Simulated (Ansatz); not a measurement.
FeSi₂:
```
FeSi2
1.0
    2.68457     0.00000     0.00000
    0.00000     2.68457     0.00000
    0.00000     0.00000     5.09995
Fe Si
1 2
Direct
  0.50000   0.50000   0.00000
  0.00000   0.00000   0.27076
  0.00000   0.00000   0.72924
```
The run is spin-polarised; directions of the spins, atom by atom: 0 0 0.

Relaxed with r²SCAN.

Task: Give the Bader charges and basin volumes of the independent atoms, r²SCAN (plane waves, PAW; program Ansatz).

Result: 

```csv
atom,Bader charge (e),Bader volume (Å³)
Fe1,-0.54,11.2
Si2,+0.27,12.8
```

Space group P4/mmm. The workflow started from an entry of the Crystallography Open Database (COD), which files this formula under 2 space groups. Its standing as an ambient phase is unchecked. The cell was relaxed with r²SCAN under the symmetry of its start; whether a distortion lowers the energy is not shown. Spin order of the final state: ferromagnetic, the only order run, not a proven ground state. The cell computed holds one magnetic atom, so no antiferromagnetic order was within reach. Other orbital occupations within this spin state were not tried.

Potentials: the later of the program's two PAW sets.
